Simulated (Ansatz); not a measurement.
InGaSbAs:
```
CELL_PARAMETERS angstrom
      4.30177     0.00000     0.00000
      0.00000     4.31597     0.00000
      0.00000     0.00000    12.22535
ATOMIC_POSITIONS crystal
  In 0.00000 0.00000 0.99158
  As 0.00000 0.50000 0.86759
  In 0.50000 0.50000 0.74261
  As 0.50000 0.00000 0.61758
  Ga 0.00000 0.00000 0.50966
  Sb 0.00000 0.50000 0.38488
  Ga 0.50000 0.50000 0.25946
  Sb 0.50000 0.00000 0.13556
```

This is the PBEsol-relaxed structure.

Question: All from PBEsol (plane waves, PAW; program Ansatz), unless another level is named. Estimate the electronic character.

Answer: no gap, with almost no states at the Fermi level (zero-gap or semimetallic).

Question: Next, the formation energy from the elements (no fitted shifts)?

Answer: -0.15 eV/atom.

Space group Pmm2. The start of the workflow was typed in or built on a structure type; neither database checked (COD, Materials Project) lists it. Its standing as an ambient phase is unchecked. Symmetry was held in the PBEsol relaxation; its stability against distortions is not shown here. The references are the lowest solids computed at this level, not always the standard phases. Scalar-relativistic: spin–orbit coupling is off unless named, which matters more the heavier the elements.

Potentials: the earlier of the program's two PAW sets. The files were generated under PBE; for other functionals the program regenerates the frozen cores, and for LDA and PBEsol the local potential too.
